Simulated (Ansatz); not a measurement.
SiRh (NiAs type, space group No. 194) under volume change, plane-wave PAW PBE (Ansatz code), shape and atoms relaxed at each volume.

| V (Å³/atom) | E − E(relaxed) (meV/atom) | P (GPa) |
|---|---|---|
| 13.526 | ? | ? |
| 13.972 | ? | ? |
| 14.418 | 8.2 | 6.03 |
| 14.864 | 0.0 | 0.00 |
| 15.310 | 7.3 | -5.09 |
| 15.756 | 27.6 | -9.39 |
| 16.202 | 58.9 | -13.01 |

Q: Complete the blanks.

A: 
- 13.526, E − E(relaxed) (meV/atom): 82.6
- 13.526, P (GPa): 21.58
- 13.972, E − E(relaxed) (meV/atom): 34.6
- 13.972, P (GPa): 13.15

Q: What does a third-order Birch–Murnaghan fit give for V₀, B₀ and B′?

A: V₀ = 14.86 Å³/atom, B₀ = 184 GPa, B′ = 4.6.

Space group P6_3/mmc (NiAs type). A made-up cell: these elements were put on the sites of a structure type; neither database checked (COD, Materials Project) lists it. COD files the formula under space group No. 14, so this cell is another polymorph or a model. Whether it is the stable phase at ambient conditions was not checked. Symmetry was held in the PBE relaxation; its stability against distortions is not shown here. No spin polarisation was allowed.

Potentials: the later of the program's two PAW sets.
